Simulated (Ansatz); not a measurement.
PbS (rock salt) is sheared across one {100} plane: the third cell vector gains the shift, so faults repeat every 9.0 Å. The cut lies between planes 3.00 Å apart; the cell height is held.

```yaml
crystal:
  lattice:
    - [4.24894, 0.00000, 0.00000]
    - [0.00000, 4.24894, 0.00000]
    - [2.12447, 2.12447, 9.01336]
  atoms:
    - { symbol: S, position: [0.00000, 0.00000, 0.83333] }
    - { symbol: S, position: [0.33333, 0.33333, 0.16667] }
    - { symbol: S, position: [0.66667, 0.66667, 0.50000] }
    - { symbol: Pb, position: [0.50000, 0.50000, 0.83333] }
    - { symbol: Pb, position: [0.83333, 0.83333, 0.16667] }
    - { symbol: Pb, position: [0.16667, 0.16667, 0.50000] }
```

In-plane vectors a = (4.249, 0.000) Å, b = (0.000, 4.249) Å, area 18.05 Å². The shift is s times the vector a (length 4.249 Å), so s = 1 restores the start. The shift is rigid: no atom relaxes. γ = [E(shift) − E(0)] / area.

Level of theory: PBE (plane waves to 420 eV, PAW, scalar-relativistic; Ansatz, a program for electronic structure). k mesh 7×7×7 (Γ-centred), Fermi-Dirac smearing 0.05 eV. E is the zero-smearing estimate. Faults lie only 9.0 Å apart, and holding the cell height and the atoms raises γ above its relaxed value. PbS was relaxed with its symmetry unable to fall. Spin-orbit coupling is left out, though Pb is heavy. γ is measured from zero shift.

```tsv
s	γ (mJ/m²)
0.000	0
0.083	33
0.167	withheld
0.250	243
0.333	360
0.417	444
0.500	474
0.583	444
0.667	360
0.750	243
0.833	withheld
0.917	33
```

**Question.** Fit a Fourier form (three harmonics of 1 − cos and sin) to the given rows and predict γ at s = 0.833.

**Answer.** Least squares on the 10 given rows: γ = (237.2)·[1 − cos(2πs)] + (2.9)·[1 − cos(4πs)], in mJ/m²; root-mean-square residual 0.2 mJ/m². At 0.833 the fit gives 123 mJ/m²; the calculation gives 123 mJ/m², the same to the digits shown. 

(The slope of γ gives the shear force per area between the displaced halves; near zero shift its curvature is an elastic stiffness.)
